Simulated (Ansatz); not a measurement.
Below is a relaxed structure of Mg3BeS. The cell was found from a structure generator's guess, not taken from experiment.

All numbers below come from Ansatz 0.2.0, DFT PBE, scalar-relativistic, plane waves, PAW. Cutoff 420 eV, Γ-centred mesh, Gaussian smearing, no spin polarisation.

```xyz
5
Lattice="4.1909 0.0000 0.0000 0.0000 4.1909 0.0000 0.0000 0.0000 8.4716" Properties=species:S:1:pos:R:3 pbc="T T T"
Mg    2.0954    0.0000    7.5561
Mg    0.0000    2.0954    7.5561
Mg    2.0954    2.0954    5.2013
Be    2.0954    2.0954    2.7265
S     2.0954    2.0954    0.7843
```

Energies over the elements count from the elements' standard structures at the same level, with no fitted energy shifts.

(1) Find its symmetry and describe it.

(2) How far does it lie from the elements in energy?

(3) Is it a metal?

Answers

(1) P4mm (No. 99). Conventional cell: a = 4.191 Å, c = 8.472 Å. Mg on a site of symmetry 2mm is surrounded by 2 S at 2.70 Å, 4 Mg at 2.96 Å and 2 Mg at 3.15 Å; Mg on a site of symmetry 4mm has 1 Be at 2.47 Å and 4 Mg at 3.15 Å; Be is surrounded by 1 S at 1.94 Å and 1 Mg at 2.47 Å; S is surrounded by 1 Be at 1.94 Å and 4 Mg at 2.70 Å.

(2) +0.20 eV/atom. It can't be a ground state, since the elements alone are lower.

(3) Yes, bands cross the Fermi level on the 10×10×6 mesh.

The last run used a 10×10×6 mesh (in the run's order of axes) for its 5-atom cell and Gaussian smearing of 0.10 eV. The reference form of S is held partly by dispersion forces, which this level lacks. A structure relaxed within its symmetry needn't be a true minimum. Another cell of Mg3BeS relaxed alike, in P-31m, lies 0.33 eV/atom lower, so this cell isn't the stable form at this level.
